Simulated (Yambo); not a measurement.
Yambo run on BeO (wurtzite, space group P6_3mc, No. 186). The wavefunctions are PBEsol (Quantum ESPRESSO, PseudoDojo norm-conserving, 88 Ry, no spin-orbit coupling) ones on a 6×6×4 mesh (10 occupied bands); a = b = 2.6909 Å, c = 4.3692 Å, α = β = 90.00°, γ = 120.00°.

Yambo input:

```
rim_cut
gw0
dyson
el_el_corr
HF_and_locXC
mpa
em1d
RandQpts= 1000000
RandGvec= 1 Ry
EXXRLvcs= 88 Ry
VXCRLvcs= 352 Ry
Chimod= "HARTREE"
% BndsRnXm
 3 | 66 |
%
NGsBlkXm= 10 Ry
% LongDrXm
 1.0 | 1.0 | 1.0 |
%
EnSampXm= "2l"
EnGridXm= "lP"
% EnRngeXm
 0.0 | 40.0 | eV
%
% ImRngeXm
 2.72114 | 27.21138 | eV
%
% DmRngeXm
 0.02721 | 2.72114 | eV
%
ETStpsXm= 8
IntSolXm= "PT"
% GbndRnge
 1 | 66 |
%
GTermKind= "none"
DysSolver= "n"
ExtendOut
% QPkrange
 1 | 1 | 10 | 11 |
%
```

k points by index: 1 = Γ.

Resulting energies as the program prints them:

```
#    K-point    Band    Eo [eV]    E [eV]    E-Eo [eV]    Vxc [eV]    Vnlxc [eV]    Sc|Eo [eV]    Sc|E [eV]    dSc/dw|Eo [eV]    Re(Z)    Im(Z)
#
    1    10    0.000000    -1.156065    -1.156065    -20.50230    -26.15995    4.222604    4.501586    -6.502662    0.806934    -0.012348
    1    11    7.591310    8.925511    1.334201    -13.82375    -8.443399    -3.807150    -4.046149    -4.873657    0.848091    -0.002984
```
(The two width columns are left out.) Convergence of these settings isn't established.

Geometry relaxed with PBEsol.
